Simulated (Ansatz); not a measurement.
## One cell of LuBi₂BrO₄ at two levels

```yaml
crystal:
  lattice:
    - [3.81774, 0.00000, 0.00000]
    - [0.00000, 3.81774, 0.00000]
    - [0.00000, 0.00000, 9.04239]
  atoms:
    - { symbol: Bi, position: [0.50000, 0.50000, 0.72850] }
    - { symbol: Bi, position: [0.50000, 0.50000, 0.27150] }
    - { symbol: O, position: [0.50000, 0.00000, 0.85000] }
    - { symbol: O, position: [0.00000, 0.50000, 0.85000] }
    - { symbol: O, position: [0.50000, 0.00000, 0.15000] }
    - { symbol: O, position: [0.00000, 0.50000, 0.15000] }
    - { symbol: Br, position: [0.00000, 0.00000, 0.50000] }
    - { symbol: Lu, position: [0.00000, 0.00000, 0.00000] }
```

First run. All energies were calculated with Ansatz 0.2.0 (r2SCAN; 500 eV; 7×7×3 Γ-centred mesh; cold occupations of width 0.065 eV). Spin: none.

Second run. All energies were calculated with Ansatz 0.2.0 (r2SCANh; 500 eV; 6×6×2 Γ-centred mesh; cold occupations of width 0.065 eV). Spin: none. Both are single points on the same atoms.

Q: What does the second level change?

A: The two runs give:

| quantity | r2SCAN | r2SCANh |
| --- | --- | --- |
| gap over mesh and path (eV) | 1.81 | 2.38 |
| pressure (GPa) | 3.3 | 2.2 |
| formation energy (eV/atom) | -2.143 | -2.146 |
| largest force (eV/Å) | 0.38 | 0.26 |
| Bader charge of Bi (e) | +1.87 | +1.91 |
| Bader charge of O (e) | -1.32 | -1.34 |
| Bader charge of Br (e) | -0.72 | -0.73 |
| Bader charge of Lu (e) | +2.26 | +2.29 |

The gap opens by 0.57 eV, as exact exchange removes part of the self-interaction that lifts the filled states. At this fixed cell the pressure falls by 1.0 GPa, so the second level wants a smaller volume than the first.

Origin of the cell: a known structure type with other elements put in, at an estimated volume. An invented cell need not be a known compound.

Caveats: first run, no spin-orbit coupling, which can shift this gap by tenths of an eV; second run, no spin-orbit coupling, which can shift this gap by tenths of an eV; second run, the SCF threshold is loose for a stress; second run, the exchange threshold is loose for a stress; the cell is not relaxed; each run has its own k mesh, so differences hold the mesh's error too; formation energies are at zero smearing against the elements' usual phases under the same functional, gases as free molecules; pressure is positive in compression.
